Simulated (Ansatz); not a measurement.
Profile along the N–Nb line in NbN (rock salt)

NbN (rock salt)

```cif
data_NNb
_chemical_formula_sum 'N1 Nb1'
_space_group_name_H-M_alt 'P 1'
_space_group_IT_number 1
_cell_length_a 3.09719
_cell_length_b 3.09719
_cell_length_c 3.09719
_cell_angle_alpha 60.000
_cell_angle_beta 60.000
_cell_angle_gamma 60.000
loop_
_space_group_symop_operation_xyz
  'x, y, z'
loop_
_atom_site_label
_atom_site_type_symbol
_atom_site_fract_x
_atom_site_fract_y
_atom_site_fract_z
_atom_site_occupancy
N1 N 0.00000 0.00000 0.00000 1
Nb1 Nb 0.50000 0.50000 0.50000 1
```

Fields along a shortest N–Nb line of a {110} plane (2.19 Å), from N to Nb, interpolated on the slice's grid (step about 0.2 Å). Level of theory: PBEsol (plane waves to 420 eV, PAW, scalar-relativistic; Ansatz, a program for electronic structure). k mesh 18×18×18. Near the nuclei the fields are pseudised (PAW); where an atom keeps semicore shells as valence, they peak there. NbN is run without spin polarisation. NbN was relaxed with its symmetry unable to fall. This is a high-temperature form of NbN.

```csv
distance from N (Å),valence electron density (e/Å³),electron localisation function
0.00,3.51,x
0.22,3.57,x
0.44,2.69,0.69
0.66,1.37,0.80
0.88,0.71,0.55
1.09,0.56,0.17
1.31,1.06,0.33
1.53,2.75,0.70
1.75,4.81,0.70
1.97,4.94,x
2.19,4.20,x
```

x: too close to a nucleus for the ELF to mean much.

Density on the N–Nb line (2.19 Å) at its density minimum, 1.0 Å from N: 0.55 e/Å³. ELF at that point: 0.2.
